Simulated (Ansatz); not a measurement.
# Guessed and relaxed cells of GaAs3

The cell of GaAs3 is invented: random cell by space group and Wyckoff sites (P4mm, No. 99). Its size is a rough estimate.

start.cif

```cif
data_structure
_symmetry_space_group_name_H-M 'P 1'
_symmetry_Int_Tables_number 1
_cell_length_a 4.4101
_cell_length_b 4.4101
_cell_length_c 5.2974
_cell_angle_alpha 90.000
_cell_angle_beta 90.000
_cell_angle_gamma 90.000
_cell_volume 103.03
loop_
_atom_site_label
_atom_site_type_symbol
_atom_site_fract_x
_atom_site_fract_y
_atom_site_fract_z
_atom_site_occupancy
Ga1 Ga 0.00000 0.00000 0.46682 1
As1 As 0.50000 0.00000 0.08890 1
As2 As 0.00000 0.50000 0.08890 1
As3 As 0.50000 0.50000 0.40880 1
```

Method: DFT PBE, scalar-relativistic, plane waves, PAW (Ansatz). Cutoff 420 eV, Gaussian smearing, Γ-centred meshes. Cell and atoms relax first on a coarse mesh and then on a finer one. In between, the cell is made exact in the group found at 0.06 Å. In metals the finer mesh still leaves noise of several meV/atom or more. The steps can't lower the symmetry of their start. No spin polarisation.

end.cif

```cif
data_structure
_symmetry_space_group_name_H-M 'P 1'
_symmetry_Int_Tables_number 1
_cell_length_a 4.6437
_cell_length_b 4.6437
_cell_length_c 3.8100
_cell_angle_alpha 90.000
_cell_angle_beta 90.000
_cell_angle_gamma 90.000
_cell_volume 82.16
loop_
_atom_site_label
_atom_site_type_symbol
_atom_site_fract_x
_atom_site_fract_y
_atom_site_fract_z
_atom_site_occupancy
Ga1 Ga 0.00000 0.00000 0.64241 1
As1 As 0.50000 0.00000 0.02633 1
As2 As 0.00000 0.50000 0.02633 1
As3 As 0.50000 0.50000 0.35836 1
```

The symmetry stays P4mm (No. 99). The volume per atom shrinks by 20.3 %, from 25.8 to 20.5 Å³. The shortest distance goes from 2.78 Å (As–As) to 2.64 Å (As–As). The ratio c/a of the conventional cell changes by a factor of 0.68. The energy falls by about 0.18 eV/atom (the start's value is from the coarse mesh). The end is written in a standard setting, so origin, axes and order of atoms can differ from the start's.

```json
{"Volume per atom": "20.5 Å³", "Density": "6.0 g/cm³", "Energy over the elements": "+0.25 eV/atom", "Gap on the 10×10×12 mesh of the 4-atom cell": "0 eV (a metal)"}
```

Energies over the elements count from the elements' standard structures at the same level, with no fitted energy shifts. A positive value: parting into the elements would lower its energy.

The last run used Gaussian smearing of 0.10 eV. No dispersion correction is applied, so the spacing and binding between layers, chains or molecules are poorly described. The reference form of As is held partly by dispersion forces, which this level lacks. Symmetry constrained the relaxation, so the result can be a saddle point. In all, the 3 runs took 8.7 min on 1 thread of Intel(R) Xeon(R) Platinum 8259CL CPU @ 2.50GHz (Skylake/Cascade Lake), with other jobs on the host. Another cell of GaAs3 relaxed alike, in P-31m, lies 185 meV/atom lower, so this cell isn't the stable form at this level.
